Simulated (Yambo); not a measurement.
Yambo run on a free-standing PdCl2 monolayer (symmetry P2_1/c, slab cell 15.7 Å high). The wavefunctions are PBEsol (Quantum ESPRESSO, PseudoDojo norm-conserving, 82 Ry, without SOC) ones on a 4×4×1 mesh (32 occupied bands); a = 6.367 Å, b = 3.961 Å, c = 15.700 Å, α = 90.00°, β = 90.00°, γ = 90.00°.

Yambo input:

```
rim_cut
gw0
dyson
el_el_corr
HF_and_locXC
ppa
em1d
rim_w
RandQpts= 1000000
RandGvec= 2 Ry
CUTGeo= "slab z"
EXXRLvcs= 82 Ry
VXCRLvcs= 328 Ry
Chimod= "HARTREE"
% BndsRnXp
 9 | 160 |
%
NGsBlkXp= 5 Ry
% LongDrXp
 1.0 | 1.0 | 0.0 |
%
RandGvecW= 259 mRy
PPAPntXp= 27.2114 eV
% GbndRnge
 1 | 70 |
%
GTermKind= "BG"
DysSolver= "n"
ExtendOut
% QPkrange
 1 | 1 | 32 | 32 |
 4 | 4 | 32 | 33 |
 7 | 7 | 33 | 33 |
%
```

k points by index: 1 = Γ, 4 = (0.25, 0), 7 = (-0.5, 0).

Table of the .qp output:

```
#    K-point    Band    Eo [eV]    E [eV]    E-Eo [eV]    Vxc [eV]    Vnlxc [eV]    Sc|Eo [eV]    Sc|E [eV]    dSc/dw|Eo [eV]    Re(Z)    Im(Z)
#
    1    32    0.000000    -0.663474    -0.663474    -19.99592    -25.07609    4.212829    4.416695    -8.357722    0.765022    -0.002307
    4    32    -0.117126    -0.784595    -0.667469    -19.97237    -25.10628    4.259965    4.466444    -8.414153    0.763810    -0.002328
    4    33    1.109790    2.378072    1.268282    -19.76398    -16.12216    -1.998165    -2.373535    -8.052534    0.771643    -0.002295
    7    33    0.954005    2.237346    1.283340    -19.31114    -15.54040    -2.116294    -2.487401    -7.867684    0.775709    -0.002248
```
(The two width columns are left out.) Convergence of these settings isn't established.

Geometry relaxed with PBEsol.

This is a model layer cut from the bulk structure; whether it is stable on its own was not checked.
